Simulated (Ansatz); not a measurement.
CdS: quadrupole couplings from first principles

```xyz
4
Lattice="4.1960 0.0000 0.0000 -2.0980 3.6338 0.0000 0.0000 0.0000 6.8307" Properties=species:S:1:pos:R:3 pbc="T T T"
Cd    0.0000    2.4225   -0.0014
Cd    2.0980    1.2113    3.4140
S     0.0000    2.4225    2.5698
S     2.0980    1.2113    5.9851
```

Atom numbers follow the list: Cd1, Cd2, S3, S4.

The conventional cell has a = 4.196 Å, b = 4.196 Å, c = 6.831 Å, α = 90.00°, β = 90.00°, γ = 120.00°. Cd (atom 1) is surrounded by 4 S at 2.57 Å. S (atom 3) is surrounded by 4 Cd at 2.57 Å.

The cell was built from the wurtzite type and relaxed in the same program, and has space group P6_3mc; it needn't be a known or the stable phase.

Methods: DFT, PBE, all-electron PAW with datasets made for the crystal, scalar-relativistic (Ansatz 0.2.0); DFT, PBE, PAW with Ansatz's default frozen-core files, scalar-relativistic (Ansatz 0.2.0).

For the crystal-made all-electron datasets (AE datasets): a Γ-centred 11×11×6 k mesh, Fermi–Dirac smearing of 0.05 eV, cutoff 240 eV (chosen by the program for this cell), no spin polarisation. PAW takes a cutoff of 420 eV at this cell. The Ansatz runs share mesh, smearing and spin set-up.

No spin–orbit coupling: at heavy atoms the gradients can be off by tens of per cent for that reason.

Vzz is the principal value of largest size of the traceless field-gradient tensor, in 10²¹ V/m², and η = (Vxx − Vyy)/Vzz with |Vzz| ≥ |Vyy| ≥ |Vxx|.

Task: Give the field gradient at each independent site.

Result: 
| site | site symmetry | Vzz (η), AE datasets | Vzz (η), PAW |
| --- | --- | --- | --- |
| Cd1 | 3m. | 0.26 (η = 0.00) | 0.26 (η = 0.00) |
| S3 | 3m. | 0.02 (η = 0.00) | 0.02 (η = 0.00) |
